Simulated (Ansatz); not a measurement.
BaTiO3:
```yaml
crystal:
  lattice:
    - [4.01947, 0.00000, 0.00000]
    - [0.00000, 4.01947, 0.00000]
    - [0.00000, 0.00000, 4.01947]
  atoms:
    - { symbol: Ba, position: [0.50000, 0.50000, 0.50000] }
    - { symbol: Ti, position: [0.00000, 0.00000, 0.00000] }
    - { symbol: O, position: [0.50000, 0.00000, 0.00000] }
    - { symbol: O, position: [0.00000, 0.50000, 0.00000] }
    - { symbol: O, position: [0.00000, 0.00000, 0.50000] }
```

PBE (plane waves, PAW; program Ansatz) gives a gap of 1.79 eV without spin–orbit coupling, maximum at R, minimum at Γ.

Question: What happens when spin–orbit coupling is switched on?

Answer: The gap shrinks by 0.02 eV, to 1.77 eV; maximum at R, minimum at Γ.

Question: Give the electron effective mass with spin–orbit coupling, band 1 of 2 at the edge.

Answer: 1.2 along [100], 0.80 along [110], 0.66 along [111] (mₑ).

Question: Give the electron effective mass with spin–orbit coupling, band 2 of 2 at the edge.

Answer: 0.42 along [100], 0.49 along [110], 0.56 along [111] (mₑ).

Space group Pm-3m (cubic perovskite). This is a known high-temperature phase of the composition, computed here at zero pressure and temperature. The cell was relaxed with PBE under the symmetry of its start; its stability against distortions is not shown here. No spin polarisation was allowed.

Potentials: the earlier of the program's two PAW sets.
